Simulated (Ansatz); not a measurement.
## Al3Cu: an elastic run with occupations gaussian, width 0.3 eV

All numbers below come from DFT LDA, scalar-relativistic, plane waves, PAW (Ansatz).

Launched with:
```bash
ansatz run input.yaml --threads 1 --pin off --max-ram 3072MiB --backend cpu --events-out ev --progress --plain --runs-dir out
```

Input (bare energies are in eV):
```yaml
crystal:
  lattice:
    - [2.7610826076, 0.0, 0.0]
    - [0.0, 2.7610826076, 0.0]
    - [0.0, 0.0, 7.4981149741]
  atoms:
    - { symbol: Al, position: [0.0, 0.0, 0.5] }
    - { symbol: Al, position: [0.5, 0.5, 0.2200734768] }
    - { symbol: Al, position: [0.5, 0.5, 0.7799265232] }
    - { symbol: Cu, position: [0.0, 0.0, 0.0] }
basis:
  ecutwfc: 420
kpoints:
  mp_grid: { grid: [16, 16, 6] }
hamiltonian:
  xc: lda
scf:
  occupations: { method: gaussian, width: 0.3 }
output:
  forces: true
  stress: true
  eigenvalues: true
elastic:
  mode: relaxed_ion
  stencil: two_point
```

From the output:
```
--- Elastic constants: 4 strain directions × 2 members + reference (group order 16) ---
  dense FFT box of the reference and of every strained cell: 20×20×54
  strains applied: 11, 33, 23, 12; error gains: componentwise 1.00 (the most a stress slope's error grows in a printed constant), spectral 1.41 (1 for all six strains in a standard setting)
  reference relaxed by the batch: 3 steps; max|allowed force component| 7.26e-3 eV/Å at the deck's positions, 3.32e-6 at the last accepted step, 3.33e-6 by the solve of record
  largest displacement 1.1e-3 Å; the constants are those of the deck's cell at these positions:
  atoms:
    - { symbol: Al, position: [3.3718351029724964e-35, 2.7332299698337663e-36, 0.49999999999999994] }
    - { symbol: Al, position: [0.49999999999999994, 0.49999999999999994, 0.21992652167401402] }
    - { symbol: Al, position: [0.49999999999999994, 0.49999999999999994, 0.780073478325986] }
    - { symbol: Cu, position: [-1.0422035772824081e-35, 2.4692731814697578e-37, -1.8074579014701647e-21] }
  C = ∂σ_k/∂η_j (tension-positive GPa; Voigt order 11 22 33 23 13 12):
       143.480    105.955     61.039      0.000      0.000     -0.000
       105.955    143.480     61.039      0.000      0.000     -0.000
        61.168     61.168    185.130      0.000      0.000     -0.000
         0.000      0.000      0.000     45.568      0.000      0.000
         0.000      0.000      0.000      0.000     45.568      0.000
        -0.000     -0.000      0.000      0.000      0.000     44.961
  reference stress σ⁰ (GPa):      0.055      0.055     -0.069     -0.000     -0.000     -0.000
  C* (energy form; C + prestress term) asymmetry max|C*_kj − C*_jk| = 5.820e-3 GPa — a small one proves nothing (zero by symmetry where the batch's group is 432, −43m or m−3m); a large one is finite-difference/SCF noise where every solve ...
  moduli (Voigt/Reuss/Hill, GPa): K = 103.16/103.15/103.15   G = 43.48/36.92/40.20   E = 106.74   ν = 0.328
  mechanically stable: yes (min eigenvalue of sym C = 37.52 GPa)
  the stresses are not corrected for the forces that the relaxations left standing (`elastic.f_tol`)
  strain η (Voigt 11):  stress-route row diagonal C_11 = 143.48 GPa, energy-path curvature d²(F+E_count+ΔE)/dδ²/Ω₀ = 143.26 GPa
         δ    σ_11 (GPa) F (eV) n_scf n_hpsi n_pw
    -2.000e-3      -0.2347       -8094.7782692       6   73234   1146   relax 2 steps, max|allowed force component| 3.57e-5 eV/Å
     2.000e-3       0.3392       -8094.7781869       2   52698   1146   relax 3 steps, max|allowed force component| 1.72e-8 eV/Å
  strain η (Voigt 33):  stress-route row diagonal C_33 = 185.13 GPa, energy-path curvature d²(F+E_count+ΔE)/dδ²/Ω₀ = 185.18 GPa
         δ    σ_33 (GPa) F (eV) n_scf n_hpsi n_pw
    -2.000e-3      -0.4396       -8094.7781448       6   40672   1146   relax 2 steps, max|allowed force component| 4.47e-5 eV/Å
     2.000e-3       0.3009       -8094.7782424       6   40667   1147   relax 3 steps, max|allowed force component| 8.45e-8 eV/Å
  strain η (Voigt 23):  stress-route row diagonal C_44 = 45.57 GPa, energy-path curvature d²(F+E_count+ΔE)/dδ²/Ω₀ = 45.56 GPa
         δ    σ_23 (GPa) F (eV) n_scf n_hpsi n_pw
    -2.000e-3      -0.0911       -8094.7782977       6  101360   1146   relax 3 steps, max|allowed force component| 2.49e-6 eV/Å
     2.000e-3       0.0911       -8094.7782977       6  101411   1146   relax 3 steps, max|allowed force component| 1.07e-7 eV/Å
  strain η (Voigt 12):  stress-route row diagonal C_66 = 44.96 GPa, energy-path curvature d²(F+E_count+ΔE)/dδ²/Ω₀ = 44.81 GPa
         δ    σ_12 (GPa) F (eV) n_scf n_hpsi n_pw
    -2.000e-3      -0.0899       -8094.7782968       6   65896   1146   relax 2 steps, max|allowed force component| 2.04e-8 eV/Å
     2.000e-3       0.0899       -8094.7782968       6   65777   1146   relax 2 steps, max|allowed force component| 4.24e-5 eV/Å
```

Time: 8.4 min on 1 thread of Arm Neoverse V1, with other jobs on the host, peak memory 0.67 GiB.

Beside the reference run (Plane waves to 420 eV; Γ-centred k mesh 16×16×6; Fermi-Dirac smearing of 0.15 eV. No spin polarisation.), the elastic coefficients (GPa; two-point stencil, strain 0.002 and ions relaxed unless stated):
| setting | C11 | C12 | C44 | C33 | C13 | C66 |
| --- | --- | --- | --- | --- | --- | --- |
| reference run | 148.3 | 101.4 | 45.1 | 185.2 | 60.9 | 45.9 |
| occupations gaussian, width 0.3 eV | 143.5 | 106.0 | 45.6 | 185.1 | 61.0 | 45.0 |

In a metal, frequencies and elastic constants depend on the k mesh and the smearing, soft modes and shear constants most.